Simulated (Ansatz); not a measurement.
# LiHf₂O₂: relaxation step by step

Recipe of this trial structure of LiHf₂O₂: random cell by space group and Wyckoff sites (P6/mmm, No. 191). The dimensions are guesses.

```xyz
5
Lattice="3.6890 0.0000 0.0000 -1.8445 3.1948 0.0000 0.0000 0.0000 6.1477" Properties=species:S:1:pos:R:3 pbc="T T T"
Li    0.0000    0.0000    0.0000
Hf    0.0000    0.0000    1.9512
Hf    0.0000    0.0000    4.1964
O     0.0000    2.1299    3.0738
O     1.8445    1.0649    3.0738
```

These are results of Ansatz 0.2.0, DFT PBE, scalar-relativistic, plane waves, PAW, not measurements. Cutoff 420 eV, Gaussian smearing, Γ-centred meshes. Cell and atoms relax first on a coarse mesh and then on a finer one. In between, the cell is made exact in the group found at 0.06 Å. In metals the finer mesh still leaves noise of several meV/atom or more. The steps can't lower the symmetry of their start. No spin polarisation.

Steps on the 6×6×4 mesh (5 atoms, 13 steps). The free energy counts from the last step; the plane-wave basis is renewed at times, which shifts energy and pressure.

| step | ΔF (meV/atom) | V (Å³/atom) | P (GPa) | largest force component (eV/Å) |
| --- | --- | --- | --- | --- |
| 1 | 873.8 | 14.49 | 18.48 | 0.777 |
| 2 | 613.3 | 14.95 | 11.32 | 2.746 |
| 3 | 391.4 | 15.46 | 9.36 | 0.709 |
| 4 | 243.7 | 15.85 | 7.35 | 0.285 |
| 5 | 155.3 | 16.40 | 4.22 | 0.009 |
| 6 | 115.2 | 17.04 | 0.14 | 0.106 |
| 7 | 111.6 | 17.00 | 0.62 | 0.050 |
| 8 | 111.6 | 17.09 | -0.10 | 0.022 |
| 9 | 38.4 | 17.09 | 4.02 | 0.069 |
| 10 | 10.2 | 17.86 | 1.98 | 0.272 |
| 11 | 6.5 | 18.56 | -0.75 | 0.478 |
| 12 | 4.8 | 18.49 | -0.04 | 0.028 |
| 13 | 0.0 | 18.49 | 0.05 | 0.034 |

The relaxed structure, after a last relaxation on the converged mesh:

```
Li Hf O
1.0
     3.58020    0.00000    0.00000
    -1.79010    3.10054    0.00000
     0.00000    0.00000    8.36465
Li Hf O
1 2 2
Direct
  0.00000 0.00000 0.00000
  0.00000 0.00000 0.35301
  0.00000 0.00000 0.64699
  0.33333 0.66667 0.50000
  0.66667 0.33333 0.50000
```

The symmetry stays P6/mmm (No. 191). The volume per atom grows by 28.2 %, from 14.5 to 18.6 Å³. The shortest distance goes from 1.95 Å (Li–Hf) to 2.07 Å (O–O). The ratio c/a of the conventional cell changes by a factor of 1.40. The energy falls by about 0.87 eV/atom (the start's value is from the coarse mesh). Around Li lie 2 Hf at 2.95 Å and 6 Li at 3.58 Å; Hf is surrounded by 6 O at 2.41 Å, 1 Hf at 2.46 Å and 1 Li at 2.95 Å; around O lie 3 O at 2.07 Å and 6 Hf at 2.41 Å.

```
Volume per atom                            : 18.57 Å³
Density                                    : 7.08 g/cm³
Formation energy                           : −0.51 eV/atom
Gap on the 12×12×6 mesh of the 5-atom cell : 0 eV (a metal)
```

Energies over the elements count from the elements' standard structures at the same level (O₂ as a molecule), with no fitted energy shifts.

The last run used Gaussian smearing of 0.10 eV. Spin–orbit coupling, which can matter for Hf, is left out. An odd number of electrons in the primitive cell allows no gap without spin; a larger cell or a magnetic state could open one. A structure relaxed within its symmetry needn't be a true minimum. In all, the 3 runs took 2 min on 1 thread of Arm Neoverse V2 (shared host). Another cell of LiHf2O2 relaxed alike, in I4/mmm, lies 1.26 eV/atom lower, so this cell isn't the stable form at this level.
